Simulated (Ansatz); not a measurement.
In r²SCAN in the plane-wave PAW code Ansatz, NiGe in the orthorhombic phase (Pnma; Ni on 4c, Ge on 4c) relaxes to a = 5.275 Å, b = 3.468 Å, c = 5.815 Å. Against the elements it lies at -0.27 eV/atom, with no fitted shifts.

Electronic character: metallic (no gap). Gap from r²SCAN with spin–orbit coupling: none (metallic). The magnetic state found is non-magnetic (starting moments vanished).

An equation-of-state fit gives a bulk modulus of 1460 kbar. Bader charges are Ni -0.16, Ge +0.16 e.

The r²SCAN relaxation kept the symmetry of its start. The workflow began spin-polarised and lost its moments. The references are the lowest solids computed at this level, not always the standard phases. Spin–orbit coupling is left out wherever it is not named.

Potentials: the later of the program's two PAW sets.
